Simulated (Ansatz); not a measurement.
All numbers below come from Ansatz 0.2.0, DFT PBE, scalar-relativistic, plane waves, PAW. All cells share a 420 eV cutoff and Γ-centred k meshes spaced at most about 0.3 Å⁻¹ (about 0.25 or finer for metals, 2π included). Collinear spin in cells that started with moments and kept them past the coarse steps, no spin elsewhere.

Temperature and zero-point effects are left out. All come from trial cells, and lower structures may exist.

Question: Order these relaxed structures of ZrInS3 by energy, lowest first, with the energy over the lowest of them.
A.

```cif
data_structure
_symmetry_space_group_name_H-M 'Pm-3m'
_symmetry_Int_Tables_number 221
_cell_length_a 5.0322
_cell_length_b 5.0322
_cell_length_c 5.0322
_cell_angle_alpha 90.000
_cell_angle_beta 90.000
_cell_angle_gamma 90.000
_cell_volume 127.43
loop_
_atom_site_label
_atom_site_type_symbol
_atom_site_symmetry_multiplicity
_atom_site_Wyckoff_symbol
_atom_site_fract_x
_atom_site_fract_y
_atom_site_fract_z
_atom_site_occupancy
Zr1 Zr 1 b 0.50000 0.50000 0.50000 1
In1 In 1 a 0.00000 0.00000 0.00000 1
S1 S 3 c 0.50000 0.50000 0.00000 1
```

B.

```cif
data_structure
_symmetry_space_group_name_H-M 'P4mm'
_symmetry_Int_Tables_number 99
_cell_length_a 3.5981
_cell_length_b 3.5981
_cell_length_c 9.0708
_cell_angle_alpha 90.000
_cell_angle_beta 90.000
_cell_angle_gamma 90.000
_cell_volume 117.43
loop_
_atom_site_label
_atom_site_type_symbol
_atom_site_symmetry_multiplicity
_atom_site_Wyckoff_symbol
_atom_site_fract_x
_atom_site_fract_y
_atom_site_fract_z
_atom_site_occupancy
Zr1 Zr 1 a 0.00000 0.00000 0.27272 1
In1 In 1 a 0.00000 0.00000 0.85299 1
S1 S 2 c 0.50000 0.00000 0.47898 1
S2 S 1 b 0.50000 0.50000 0.14948 1
```

C.

```cif
data_structure
_symmetry_space_group_name_H-M 'P4/mmm'
_symmetry_Int_Tables_number 123
_cell_length_a 3.4888
_cell_length_b 3.4888
_cell_length_c 10.7943
_cell_angle_alpha 90.000
_cell_angle_beta 90.000
_cell_angle_gamma 90.000
_cell_volume 131.38
loop_
_atom_site_label
_atom_site_type_symbol
_atom_site_symmetry_multiplicity
_atom_site_Wyckoff_symbol
_atom_site_fract_x
_atom_site_fract_y
_atom_site_fract_z
_atom_site_occupancy
Zr1 Zr 1 c 0.50000 0.50000 0.00000 1
In1 In 1 d 0.50000 0.50000 0.50000 1
S1 S 2 g 0.00000 0.00000 0.13264 1
S2 S 1 b 0.00000 0.00000 0.50000 1
```

D.

```cif
data_structure
_symmetry_space_group_name_H-M 'P4mm'
_symmetry_Int_Tables_number 99
_cell_length_a 4.4330
_cell_length_b 4.4330
_cell_length_c 6.4206
_cell_angle_alpha 90.000
_cell_angle_beta 90.000
_cell_angle_gamma 90.000
_cell_volume 126.17
loop_
_atom_site_label
_atom_site_type_symbol
_atom_site_symmetry_multiplicity
_atom_site_Wyckoff_symbol
_atom_site_fract_x
_atom_site_fract_y
_atom_site_fract_z
_atom_site_occupancy
Zr1 Zr 1 a 0.00000 0.00000 0.22659 1
In1 In 1 b 0.50000 0.50000 0.64602 1
S1 S 1 b 0.50000 0.50000 0.02633 1
S2 S 2 c 0.00000 0.50000 0.43448 1
```

Answer: A (0 meV/atom), D (152 meV/atom), B (173 meV/atom), C (206 meV/atom). Forms: A cubic perovskite type, Pm-3m, no spin; D P4mm, moments up to 0.4 μB; B P4mm, no spin; C P4/mmm, no spin. Counting S atoms around In and Zr (those within 1.25 times the shortest such distance or 1.15 times the sum of covalent radii; the shortest distance is added where it is long for a bond): A has Zr 6, In 12 from 3.6 Å; D has Zr 4, In 5; B has Zr 8, In 8 from 3.7 Å; C has Zr 8, In 4.

Weakly bound directions are ill-defined at this level, which has no dispersion term (P4mm at 23.5 Å³/atom, P4/mmm), and this can change margins and order among such cells. In Pm-3m, P4mm at 23.5 Å³/atom, P4/mmm an odd number of electrons in the primitive cell allows no gap without spin; a larger cell or a magnetic state could open one. Another magnetic order may lie lower. Cells relaxed within their symmetry can be saddle points. Some candidate types were left out of the draw beforehand, so a known form may be missing.
